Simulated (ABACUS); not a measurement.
Consider a self-consistent single point of CsPbBr3 (Amm2, 20 atoms in the cell; from Materials Project mp-1120725, changed as shown).

```
CELL_PARAMETERS angstrom
      6.03737     0.00000     0.00000
      0.00000    11.62583     0.00000
      0.00000     0.00000    11.84743
ATOMIC_POSITIONS crystal
  Cs 0.50000 0.00000 0.49435
  Cs 0.50000 0.00000 0.99685
  Cs 0.50000 0.50000 0.99435
  Cs 0.50000 0.50000 0.49685
  Pb 0.00000 0.25054 0.74223
  Pb 0.00000 0.74946 0.74223
  Pb 0.00000 0.75054 0.24223
  Pb 0.00000 0.24946 0.24223
  Br 0.00000 0.68736 0.49278
  Br 0.00000 0.31264 0.49278
  Br 0.50000 0.74659 0.73960
  Br 0.50000 0.25341 0.73960
  Br 0.00000 0.00000 0.30648
  Br 0.00000 0.00000 0.68111
  Br 0.00000 0.18736 0.99278
  Br 0.00000 0.81264 0.99278
  Br 0.50000 0.24659 0.23960
  Br 0.50000 0.75341 0.23960
  Br 0.00000 0.50000 0.80648
  Br 0.00000 0.50000 0.18111
```

All values come from this method and carry its errors: PBEsol, PseudoDojo 0.4 standard norm-conserving PBEsol (tails mended) pseudopotentials (plane waves; ABACUS 3.10.1).

ABACUS settings:

KPT: Gamma 2 1 1 0 0 0
basis_type: pw
dft_functional: PBESOL
ecutwfc: 62.5 Ry
smearing_method: fd
smearing_sigma: 0.00367493 Ry
potentials: PseudoDojo 0.4 standard norm-conserving PBEsol (tails mended)
symmetry: 1
symmetry_prec: 1e-05
ks_solver: cg
scf_nmax: 100
scf_thr: 1.0e-09 Ry
mixing_type: pulay
mixing_beta: 0.7

Results:

* **Number of valence electrons**: 176
* **Number of bands**: 106
* **Number of k-points after the program's reduction**: 2
* **Number of plane waves (most at a k-point)**: 46828
* **Number of SCF iterations**: 10
* **FFT grid**: 60 × 120 × 120
* **Free energy E − TS**: -15294.0244 eV
* **Pressure**: -0.26 GPa
* **Largest force (vector length)**: 0.214 eV/Å

Stress (GPa, positive for compression):
```
 0.03   0.00   0.00
 0.00  -0.11   0.00
 0.00   0.00  -0.70
```

For comparison: a first run was changed to give this one (lattice vector c scaled by 1.02), and from it to this one the free energy rises by 1.5 meV/atom, the pressure goes from 0.13 to -0.26 GPa and the largest force hardly changes (0.210 to 0.214 eV/Å).

Spin-orbit coupling is left out, which matters for bands and gaps with elements this heavy. The structure comes from a collection of computed structures, made at another level of theory; the collection holds predicted forms beside known ones. With one or two k-points the zone of this small cell is coarsely sampled: energies, forces and stress carry that error and can break the symmetry, so a converged loop does not mean converged values.

Cost on one core: about 15 core-minutes (a rough figure).

“Tails mended”: in these copies of the files the far tail of each local potential was reset to the Coulomb form.
